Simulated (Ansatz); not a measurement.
## Is this Cs4Sb structure stable?

The cell was found from a structure generator's guess, not taken from experiment.

Theory: Ansatz, DFT PBE, scalar-relativistic, plane waves, PAW. The final run on the 5-atom cell used 420 eV, a Γ-centred 6×6×6 mesh, 0.10 eV smearing and no spin polarisation.

```cif
data_structure
_symmetry_space_group_name_H-M 'Im-3m'
_symmetry_Int_Tables_number 229
_cell_length_a 9.2107
_cell_length_b 9.2107
_cell_length_c 9.2107
_cell_angle_alpha 90.000
_cell_angle_beta 90.000
_cell_angle_gamma 90.000
_cell_volume 781.41
loop_
_atom_site_label
_atom_site_type_symbol
_atom_site_symmetry_multiplicity
_atom_site_Wyckoff_symbol
_atom_site_fract_x
_atom_site_fract_y
_atom_site_fract_z
_atom_site_occupancy
Cs1 Cs 8 c 0.25000 0.25000 0.25000 1
Sb1 Sb 2 a 0.00000 0.00000 0.00000 1
```

Formation energies are uncorrected and refer to the elements' standard structures at the same level.

Problem. These tests were run: energy against the elements; phonons at Γ; elastic tensor. What do they show?

Solution.

```json
{"test": "energy against the elements", "result": "−0.20 eV/atom"}
{"test": "phonons at Γ", "result": "imaginary modes down to 14i cm⁻¹"}
{"test": "elastic tensor", "result": "least eigenvalue 3 GPa"}
```

It fails none of these tests outright. Whether a mixture of other phases lies lower isn't tested here. Phonons away from Γ weren't computed. Undecided within the accuracy: phonons at Γ and elastic tensor.

Spin–orbit coupling, which can matter for Sb, is left out. The run for the phonons used a 6×6×6 k mesh and Fermi–Dirac smearing of 0.15 eV. The run for the elastic tensor used a 6×6×6 k mesh and Fermi–Dirac smearing of 0.15 eV.
